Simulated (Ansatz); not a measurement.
## What DFT gives for SO

```
CELL_PARAMETERS angstrom
1.60889 2.78667 0.00000
-1.60889 2.78667 0.00000
0.00000 0.00000 13.91226
ATOMIC_POSITIONS crystal
O 0.33333 0.33333 0.17000
O 0.66667 0.66667 0.67000
O 0.33333 0.33333 0.33000
O 0.66667 0.66667 0.83000
S 0.33333 0.33333 0.60000
S 0.66667 0.66667 0.10000
S 0.33333 0.33333 0.90000
S 0.66667 0.66667 0.40000
```

The numbers come from plane-wave PAW DFT (Ansatz): r2SCAN, no spin polarisation, 500 eV, 12×12×3 Γ-centred k points, fermi-dirac occupations (width 0.1 eV). Nothing was relaxed.

(1) How is the charge shared?

(2) What is the formation energy?

(3) What do density and ELF say about some of the short contacts?

(4) Where is the largest force?

(5) Metal or insulator?

Origin: a known structure type with other elements, at an estimated volume, so it need not be a known compound. Caveats: many states at the Fermi level without spin polarisation, so a magnetic state may lie lower; atoms or cell far from equilibrium.

Answers

(1) Bader charges in e: S +0.50, O -0.50. In the mean S gives up most and O takes most.

(2) 1.32 eV an atom against the elements' usual phases (free molecules for gases, crystals otherwise, with no correction for O₂ or N₂), so at this geometry it isn't bound against them. Relaxing would lower it.

(3) O–S at 2.10 Å: least valence density 0.61 e/Å³ and ELF 0.44 there. O–O at 2.23 Å: least valence density 0.26 e/Å³ and ELF 0.08 there. Both are smooth PAW fields, read partly inside the augmentation spheres.

(4) The largest is on O1 (and as large on other atoms): 3.11 eV/Å, components (0.00, 0.00, -3.11). It makes 62° with the line to a nearest neighbour, S6 at 2.10 Å.

(5) It is a metal, with about 4.9 states/eV a cell as the mean within 0.25 eV of the Fermi level, mostly S p (59 %) and O p (34 %).
